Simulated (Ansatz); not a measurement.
Each is relaxed and computed with PBE in the plane-wave PAW code Ansatz. Which is the only metal?
A) SiGeC2, P-4m2 (Ge on 1c, Si on 1a, C on 2g)
B) MoS2, R3m (Mo on 3a, S on 3a, S on 3a)
C) GeMo2C, P6_3/mmc (Ge on 2d, Mo on 4f, C on 2a)
D) Te2Mo, P6_3/mmc (Mo on 2c, Te on 4f)

C, GeMo2C, P6_3/mmc (Ge on 2d, Mo on 4f, C on 2a). GeMo2C: metal; MoS2: gap 1.45 eV (indirect); SiGeC2: gap 1.50 eV (indirect); Te2Mo: gap 0.97 eV (indirect). Typed or built starts, not in the databases checked: GeMo2C, P6_3/mmc (Ge on 2d, Mo on 4f, C on 2a); SiGeC2, P-4m2 (Ge on 1c, Si on 1a, C on 2g). Weakly bound layers, chains or molecules computed without a dispersion correction, so cells and soft constants are ill determined: MoS2, R3m (Mo on 3a, S on 3a, S on 3a); Te2Mo, P6_3/mmc (Mo on 2c, Te on 4f). All cells were relaxed under the symmetry of their starts (and spin orders); stability against distortions was not tested throughout. Rows with no word on spin ran without spin polarisation. Spin–orbit coupling is left out wherever it is not named.

Potentials: the later of the program's two PAW sets.
